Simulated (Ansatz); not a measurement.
**Property card for C**

C:
```cif
data_C12
_chemical_formula_sum 'C12'
_space_group_name_H-M_alt 'R-3m :H'
_space_group_IT_number 166
_space_group_name_Hall '-R 3 2"'
_cell_length_a 2.44470
_cell_length_b 2.44470
_cell_length_c 20.82761
_cell_angle_alpha 90.000
_cell_angle_beta 90.000
_cell_angle_gamma 120.000
loop_
_atom_site_label
_atom_site_type_symbol
_atom_site_symmetry_multiplicity
_atom_site_Wyckoff_symbol
_atom_site_fract_x
_atom_site_fract_y
_atom_site_fract_z
_atom_site_occupancy
C1 C 6 c 0.00000 0.00000 0.07998 1
C2 C 6 c 0.00000 0.00000 0.25333 1
```
(The calculation used a cell of 4 atoms; values per cell refer to that cell.)

Space group R-3m (No. 166); conventional cell a = 2.4447 Å, b = 2.4447 Å, c = 20.8276 Å, α = 90.00°, β = 90.00°, γ = 120.00°.

Method: LDA (plane waves, PAW; program Ansatz). Geometry: relaxed at this level of theory. Other levels are named where they apply.

### Cell and energy

```
Item                  Value
---------------  ----------
Volume per atom     8.98 Å³
Density          2.22 g/cm³
```

### Electronic structure

```
Item                                                                                                        Value
------------------------------------  ---------------------------------------------------------------------------
Electronic character                  no gap, with almost no states at the Fermi level (zero-gap or semimetallic)
Density of states at the Fermi level                                 0.00 states/eV per atom (mean over ±0.08 eV)
```

The workflow started from a Materials Project entry (that database holds measured and hypothetical structures alike); the Crystallography Open Database files this formula in space group No. 166, but the cells were not matched. It is not the phase usual at ambient conditions (space group No. 194, 227). The LDA relaxation kept the symmetry of its start; its stability against distortions is not shown here. A crystal of weakly bound layers computed without a dispersion correction: the cell and the soft elastic constants depend strongly on that.

Potentials: the later of the program's two PAW sets.
